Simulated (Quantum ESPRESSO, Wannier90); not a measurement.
# Wannierisation of SnPbS2 (R-3m)

```
begin unit_cell_cart
ang
   -2.0964350141    3.6311319592    0.0000000000
   -4.1928700282    0.0000000000    0.0000000000
   -2.0964350141    1.2103773197    6.8533200000
end unit_cell_cart
begin atoms_frac
Sn   0.5000000000  0.5000000000  0.5000000000
Pb   0.0000000000  0.0000000000  0.0000000000
S   -0.2472090000 -0.2472090000 -0.2583730000
S    0.2472090000  0.2472090000  0.2583730000
end atoms_frac
```

Structure: Materials Project mp-1218952, symmetrised, not relaxed again. Not found in the COD (Crystallography Open Database) copy used; not checked further. Computed values, not measurements, from PBEsol: Quantum ESPRESSO (norm-conserving PseudoDojo potentials, cutoff 58 Ry, spinors with spin-orbit coupling) on a Γ-centred 6×6×6 mesh, then Wannier90. Density: 8×8×8 mesh, Gaussian smearing 0.01 Ry. With spin-orbit coupling a semilocal functional can close or falsely invert a small gap; the band order was not checked against a better method. The gap is small at this level and was sampled on the meshes and a path alone.

A tight-binding model is made by disentanglement and projection with no localisation steps (num_iter = 0), so the 32 orbitals stay atom-like: hydrogen-like Sn: s;p; Pb: s;p; S: s;p, axes along x, y, z; frozen window up to 1.74 eV relative to the valence-band maximum. It follows pw.x to 2.2 meV rms for states up to 1.2 eV relative to the valence-band maximum. Matrix elements depend on this choice of orbitals and windows.

The 45 largest hoppings ⟨m,0|H|n,R⟩ between different sites (one of each Hermitian pair; signs follow the real orbitals' lobes; the list may end inside a set of equal values):

| m | n | R | distance of the centres (Å) | t (eV) | Im t (eV) |
|---|---|---|---|---|---|
| Sn1 py↑ | S3 py↑ | 0 1 1 | 2.94 | 1.152 | 0.000 |
| Sn1 py↓ | S3 py↓ | 0 1 1 | 2.94 | 1.152 | 0.000 |
| Sn1 py↑ | S4 py↑ | 1 0 0 | 2.94 | 1.152 | 0.000 |
| Sn1 py↓ | S4 py↓ | 1 0 0 | 2.94 | 1.152 | 0.000 |
| Sn1 py↑ | S3 pz↑ | 0 1 1 | 2.93 | -1.091 | 0.000 |
| Sn1 py↓ | S3 pz↓ | 0 1 1 | 2.93 | -1.091 | 0.000 |
| Sn1 py↑ | S4 pz↑ | 1 0 0 | 2.93 | -1.091 | 0.000 |
| Sn1 py↓ | S4 pz↓ | 1 0 0 | 2.93 | -1.091 | 0.000 |
| Sn1 pz↑ | S3 py↑ | 0 1 1 | 2.94 | -1.083 | 0.000 |
| Sn1 pz↓ | S3 py↓ | 0 1 1 | 2.94 | -1.083 | 0.000 |
| Sn1 pz↑ | S4 py↑ | 1 0 0 | 2.94 | -1.083 | 0.000 |
| Sn1 pz↓ | S4 py↓ | 1 0 0 | 2.94 | -1.083 | 0.000 |
| Pb2 pz↑ | S3 py↑ | 1 0 0 | 2.99 | -1.050 | 0.000 |
| Pb2 pz↓ | S3 py↓ | 1 0 0 | 2.99 | -1.050 | 0.000 |
| S4 py↑ | Pb2 pz↑ | 1 0 0 | 2.99 | -1.050 | 0.000 |
| S4 py↓ | Pb2 pz↓ | 1 0 0 | 2.99 | -1.050 | 0.000 |
| Pb2 py↑ | S3 pz↑ | 1 0 0 | 3.00 | -1.038 | 0.000 |
| Pb2 py↓ | S3 pz↓ | 1 0 0 | 3.00 | -1.038 | 0.000 |
| S4 pz↑ | Pb2 py↑ | 1 0 0 | 3.00 | -1.038 | 0.000 |
| S4 pz↓ | Pb2 py↓ | 1 0 0 | 3.00 | -1.038 | 0.000 |
| Pb2 py↑ | S3 py↑ | 1 0 0 | 2.99 | 1.037 | 0.000 |
| Pb2 py↓ | S3 py↓ | 1 0 0 | 2.99 | 1.037 | 0.000 |
| S4 py↑ | Pb2 py↑ | 1 0 0 | 2.99 | 1.037 | 0.000 |
| S4 py↓ | Pb2 py↓ | 1 0 0 | 2.99 | 1.037 | 0.000 |
| Sn1 s↑ | S3 py↑ | 0 1 1 | 2.94 | -1.018 | 0.000 |
| Sn1 s↓ | S3 py↓ | 0 1 1 | 2.94 | -1.018 | 0.000 |
| Sn1 s↑ | S4 py↑ | 1 0 0 | 2.94 | 1.018 | 0.000 |
| Sn1 s↓ | S4 py↓ | 1 0 0 | 2.94 | 1.018 | 0.000 |
| S4 pz↑ | Sn1 px↑ | 0 0 0 | 2.93 | -0.945 | 0.003 |
| S4 pz↓ | Sn1 px↓ | 0 0 0 | 2.93 | -0.945 | -0.003 |
| Sn1 px↑ | S4 pz↑ | 0 1 0 | 2.93 | 0.945 | -0.003 |
| Sn1 px↓ | S4 pz↓ | 0 1 0 | 2.93 | 0.945 | 0.003 |
| Sn1 px↑ | S3 pz↑ | 1 0 1 | 2.93 | 0.945 | -0.003 |
| Sn1 px↓ | S3 pz↓ | 1 0 1 | 2.93 | 0.945 | 0.003 |
| Sn1 px↑ | S3 pz↑ | 1 1 1 | 2.93 | -0.945 | -0.003 |
| Sn1 px↓ | S3 pz↓ | 1 1 1 | 2.93 | -0.945 | 0.003 |
| S4 px↑ | Sn1 pz↑ | 0 0 0 | 2.94 | -0.938 | -0.002 |
| S4 px↓ | Sn1 pz↓ | 0 0 0 | 2.94 | -0.938 | 0.002 |
| Sn1 pz↑ | S4 px↑ | 0 1 0 | 2.94 | 0.938 | 0.002 |
| Sn1 pz↓ | S4 px↓ | 0 1 0 | 2.94 | 0.938 | -0.002 |
| Sn1 pz↑ | S3 px↑ | 1 0 1 | 2.94 | 0.938 | 0.002 |
| Sn1 pz↓ | S3 px↓ | 1 0 1 | 2.94 | 0.938 | -0.002 |
| Sn1 pz↑ | S3 px↑ | 1 1 1 | 2.94 | -0.938 | 0.002 |
| Sn1 pz↓ | S3 px↓ | 1 1 1 | 2.94 | -0.938 | -0.002 |
| Pb2 s↑ | S3 py↑ | 1 0 0 | 2.99 | 0.909 | 0.000 |
